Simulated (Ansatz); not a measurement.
All numbers below come from DFT PBE, scalar-relativistic, plane waves, PAW in Ansatz 0.2.0. All cells share a 420 eV cutoff and Γ-centred k meshes spaced at most about 0.3 Å⁻¹ (about 0.25 or finer for metals, 2π included). No spin polarisation in the final relaxations.

Temperature and zero-point effects are left out.

Compare these two cells of Sc₃AlP, each relaxed at this level.

A.

```yaml
crystal:
  lattice:
    - [4.52405, 0.00000, 0.00000]
    - [-2.26203, 3.91794, 0.00000]
    - [0.00000, 0.00000, 6.16444]
  atoms:
    - { symbol: Sc, position: [0.66667, 0.33333, 0.26739] }
    - { symbol: Sc, position: [0.66667, 0.33333, 0.73261] }
    - { symbol: Sc, position: [0.00000, 0.00000, 0.00000] }
    - { symbol: Al, position: [0.33333, 0.66667, 0.00000] }
    - { symbol: P, position: [0.00000, 0.00000, 0.50000] }
```

B.

```yaml
crystal:
  lattice:
    - [5.00706, 0.00000, 0.00000]
    - [0.00000, 5.00706, 0.00000]
    - [0.00000, 0.00000, 5.00706]
  atoms:
    - { symbol: Sc, position: [0.50000, 0.50000, 0.00000] }
    - { symbol: Sc, position: [0.00000, 0.50000, 0.50000] }
    - { symbol: Sc, position: [0.50000, 0.00000, 0.50000] }
    - { symbol: Al, position: [0.50000, 0.50000, 0.50000] }
    - { symbol: P, position: [0.00000, 0.00000, 0.00000] }
```

Question: Which is lower in energy, and by how much?

Answer: A is lower, by 0.61 eV/atom. A has space group P-6m2 (No. 187), 21.9 Å³/atom and no gap on its mesh; B has the antiperovskite type, space group Pm-3m (No. 221), 25.1 Å³/atom and no gap. Counting Al or Sc atoms around P (for each partner element, those within 1.25 times its shortest distance or 1.15 times the sum of covalent radii, where it is the nearest in units of that sum or under 1.3; the shortest distance is added where it is long for a bond), A has P 8 and B has P 12 from 3.5 Å. The denser one is the lower, and pressure would at first widen the difference. Both come from invented guesses. A third cell relaxed alike, in Pm-3m, lies 274 meV/atom below the lower of the two.

Cells relaxed within their symmetry can be saddle points.
